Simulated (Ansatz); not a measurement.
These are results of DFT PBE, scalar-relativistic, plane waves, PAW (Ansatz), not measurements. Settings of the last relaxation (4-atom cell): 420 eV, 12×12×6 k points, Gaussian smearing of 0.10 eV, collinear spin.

Formation energies are uncorrected and count from the elements' standard states at the same level.

Q: Suggest a trial structure for a hexagonal metal that holds Mn and 2 more elements, with a formation energy near −0.32 eV/atom, a density near 8.49 g/cm³ and a net moment near 0.7 μB per atom, in a cell of 4 atoms. Its symmetry should be P-6m2 (No. 187).

A: Lu₂MnBr, space group P-6m2 (No. 187). Around Lu lie 3 Mn at 2.84 Å, 3 Br at 3.09 Å, 6 Lu at 3.60 Å and 1 Lu at 3.88 Å; Mn is surrounded by 6 Lu at 2.84 Å and 6 Mn at 3.60 Å; Br has 6 Lu at 3.09 Å and 6 Br at 3.60 Å.

Space group P-6m2 (No. 187). a = 3.597 Å, b = 3.597 Å, c = 8.461 Å, α = 90.00°, β = 90.00°, γ = 120.00°
```tsv
atom	site	symmetry	x	y	z
Lu	2h	3m.	0.3333	0.6667	0.7295
Mn	1b	-6m2	0.0000	0.0000	0.5000
Br	1e	-6m2	0.6667	0.3333	0.0000
```

* Volume per atom: 23.71 Å³
* Density: 8.49 g/cm³
* Energy over the elements: −0.32 eV/atom
* Gap on the 12×12×6 mesh of the 4-atom cell: 0 eV (a metal)
* Net moment per atom: 0.68 μB
* Moment by site: Mn 3.2 μB

It was reached by relaxing an invented guess, and it needn't be the stable form of this composition. The answer needn't be unique; the calculation gave this one.

No Hubbard U is applied to the 3d shell of Mn. The reference form of Br is held partly by dispersion forces, which this level lacks. Another magnetic order may lie lower. A structure relaxed within its symmetry needn't be a true minimum. Site moments count only spheres around the atoms; the net moment includes the space between them.
